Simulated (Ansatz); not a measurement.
Data:

Bi2Te3:
```
CELL_PARAMETERS angstrom
      2.22412     1.28409    10.64929
     -2.22412     1.28409    10.64929
      0.00000    -2.56819    10.64929
ATOMIC_POSITIONS crystal
  Bi 0.39760 0.39760 0.39760
  Bi 0.60240 0.60240 0.60240
  Te 0.00000 0.00000 0.00000
  Te 0.21521 0.21521 0.21521
  Te 0.78479 0.78479 0.78479
```

This is the PBE-relaxed structure.

### Question
All from the program Ansatz at the PBE level (PAW), unless another level is named. Estimate the hole effective mass.

### Answer
0.18, 0.18, 0.38 mₑ (principal values).

### Question
Predict the band gap.

### Answer
0.50 eV (direct).

### Question
Give the weight of the valence-edge state by species (Voronoi cells).

### Answer
Te 80 %, Bi 20 %.

### Question
What about the valence-band maximum?

### Answer
at Γ.

Space group R-3m. Symmetry was held in the PBE relaxation. A crystal of weakly bound layers computed without a dispersion correction: the cell and the soft elastic constants depend strongly on that. Spin–orbit coupling is left out wherever it is not named.

Potentials: the later of the program's two PAW sets.
